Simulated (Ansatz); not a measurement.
A geometry of MoS$_{2}$ away from equilibrium: step 3 of the relaxation of a relaxed MoS2 cell with every coordinate shifted by Gaussian noise of σ = 0.45 Å. All values below come from r2SCAN (plane waves to 500 eV, PAW, scalar-relativistic; Ansatz, a program for electronic structure). Γ-centred k-mesh 8×8×8 on the run's cell (coarser than for final values), Fermi–Dirac smearing 0.05 eV. The plane waves were selected for a different cell earlier on the path.

```
MoS2
1.0
    1.68540     0.96388     6.26482
   -1.46140     0.96938     6.20912
    0.11676    -1.76446     6.21308
Mo S
1 2
Direct
  0.20934   0.42797   0.36779
  0.57374   0.89982   0.77258
  0.51898   0.57811   0.64199
```

Question: Give the Cartesian forces on all atoms (eV/Å).

Answer: 
```csv
atom,Fx,Fy,Fz
Mo1,-0.01,-0.06,-2.18
S2,1.36,-0.69,1.13
S3,-1.35,0.75,1.04
```

The path ends in R3m (No. 160). No spin polarisation in the result. No dispersion correction is included, so spacings between layers, chains or molecules are soft and tend to come out too large.
